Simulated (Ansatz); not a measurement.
Clean, relaxed (100) surface of Ta, space group Fm-3m (No. 225) (top face towards +c; atoms held fixed, by place in the list: 1, 2):

```yaml
crystal:
  lattice:
    - [2.95259, 0.00000, 0.00000]
    - [0.00000, 2.95259, 0.00000]
    - [0.00000, 0.00000, 23.26339]
  atoms:
    - { symbol: Ta, position: [0.50000, 0.50000, 0.36538] }
    - { symbol: Ta, position: [0.00000, 0.00000, 0.45513] }
    - { symbol: Ta, position: [0.50000, 0.50000, 0.55011] }
    - { symbol: Ta, position: [0.00000, 0.00000, 0.63623] }
```

All numbers below come from Ansatz, DFT PBEsol, scalar-relativistic, plane waves, PAW. Cutoff 420 eV; k points 10×10×1 on the computed 4-atom cell (Γ-centred); Gaussian smearing, width 0.10 eV; no spin polarisation. The cell repeats along c with a dipole correction in the vacuum.

The adsorption energy is E(slab + adsorbate) − E(slab) − E(free adsorbate, spin-polarised where open-shell). With the adsorbate the cell is lengthened along c to keep the vacuum.

(1) O (atom) is put on the top face (one adsorbate per 8.7 Å²) at each of these sites and relaxed. Order them from strongest to weakest binding.
A. top (Ta) at (0.00, 0.00)
B. bridge (Ta-Ta) at (0.00, 0.50)
C. hollow (over Ta) at (0.50, 0.50)

Each end is the local minimum or symmetric point that its start leads to. This isn't the usual crystal structure of Ta. The slab is only 6.3 Å thick, so the energies aren't converged with thickness.

For at least one of the starts the bottom face's work function also shifts by over 0.1 eV: the slab is too thin to screen the adsorbate, so the work functions aren't converged with thickness.

The adsorbed runs have no spin polarisation, so weakly bound open-shell ends lie too high.

Answers

(1) C (-8.22 eV), B (-7.98 eV), A (-6.52 eV).